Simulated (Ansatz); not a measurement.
Lu: the volume at rest

Lu in the hcp lattice, starting from this typed cell of 29.40 Å³ an atom.

```yaml
# lattice in Å, fractional positions
crystal:
  lattice:
    - [1.76000, -3.04841, 0.00000]
    - [1.76000, 3.04841, 0.00000]
    - [0.00000, 0.00000, 5.48000]
  atoms:
    - { symbol: Lu, position: [0.33333, 0.66667, 0.25000] }
    - { symbol: Lu, position: [0.66667, 0.33333, 0.75000] }
```

DFT in Ansatz; k mesh 6×6×4; Fermi–Dirac smearing of 0.1 eV; no spin. Cell and atoms are relaxed to zero stress with the symmetry kept and no dispersion correction.

Caveats: coarse k mesh.

Task: What volume results under PBE, and how much do the potentials matter?

Result: 
```json
{"functional": "PBE", "potentials": "all-electron PAW datasets (no frozen core)", "cutoff (eV)": "420", "volume (Å³/atom)": "29.10", "change (%)": "-1.0"}
{"functional": "PBE", "potentials": "Ansatz hand-made PAW", "cutoff (eV)": "680", "volume (Å³/atom)": "29.11", "change (%)": "-1.0"}
{"functional": "PBE", "potentials": "PseudoDojo norm-conserving", "cutoff (eV)": "1361", "volume (Å³/atom)": "29.07", "change (%)": "-1.1"}
```
